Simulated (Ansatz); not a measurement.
SiW₃: one atom moved along a line

These are results of Ansatz 0.2.0, DFT PBE, scalar-relativistic, plane waves, PAW, not measurements. Cutoff 420 eV, Γ-centred 14×14×14 k-points, Gaussian smearing of 0.15 eV. Spin–orbit coupling is left out, which can shift energies with elements as heavy as these. No spin polarisation. Energies are free energies at this smearing, counted from the undisturbed cell; pressure is positive in compression.

Reference structure (relaxed at this level; it needn't be the usual structure):

```
CELL_PARAMETERS angstrom
-2.60377 2.60377 2.60377
2.60377 -2.60377 2.60377
2.60377 2.60377 -2.60377
ATOMIC_POSITIONS crystal
Si 0.00000 0.00000 0.00000
W 0.50000 0.50000 0.00000
W 0.50000 0.00000 0.50000
W 0.00000 0.50000 0.50000
```

Atom 2 (W) is moved by x along the Cartesian unit vector (0.000, 0.000, 1.000); the cell and all other atoms stay fixed. The cell is metallic on the mesh throughout.

```
  x (Å)  ΔE (meV/cell) force along x on the moved atoms (eV/Å) pressure (GPa)
-0.1000          -11.2                                    -0.18             0.3
-0.0500           -3.2                                    -0.12             0.1
 0.0000            0.0                                     0.00             0.0
 0.0750           -6.8                                     0.16             0.2
```

All sampled points lie below the start, which is a maximum along this line.